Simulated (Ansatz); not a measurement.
Relaxed-ion elastic tensor of La$_{2}$O$_{3}$ (La2O3 or Ni2Al3 type, P-3m1) in GPa (Voigt order), plane-wave PAW PBE (Ansatz code); density 6.50 g/cm³, 16.64 Å³ per atom.

```
  196    118   77.5   32.4    0.0    0.0
  118    196   77.5  -32.4    0.0    0.0
 77.5   77.5    129    0.0    0.0    0.0
 32.4  -32.4    0.0   55.8    0.0    0.0
  0.0    0.0    0.0    0.0   55.8   32.4
  0.0    0.0    0.0    0.0   32.4   39.3
```

Task: Is the crystal mechanically stable?

Result: Yes: the smallest eigenvalue of C is 14.1 GPa.

Task: Work out the Voigt, Reuss and Hill averages.

Result: K_V = 119, K_R = 109, K_H = 114; G_V = 46.8, G_R = 26.1, G_H = 36.5 GPa.

Task: Give Young's modulus, Poisson's ratio, Pugh's ratio and the universal anisotropy index.

Result: E = 9KG/(3K + G) = 98.8 GPa; ν = 0.36; K/G = 3.12 (ductile by the Pugh limit of 1.75); A_U = 5G_V/G_R + K_V/K_R − 6 = 4.04.

Task: Estimate the sound speeds and the Debye temperature.

Result: v_l = √((K + 4G/3)/ρ) = 5000 m/s, v_t = √(G/ρ) = 2370 m/s, mean 2660 m/s; Θ = (h/k)(3n/4πV)^(1/3) v_m = 311 K.

Task: How much does each axis shrink under pressure?

Result: Linear compressibilities β_i = Σ_j S_ij (j = 1 to 3): x 1.8, y 1.8, z 5.6 per TPa.

The cell was relaxed with PBE under the symmetry of its start; phonons on a q-mesh show no instability. Spin–orbit coupling is left out wherever it is not named.

Potentials: the later of the program's two PAW sets.
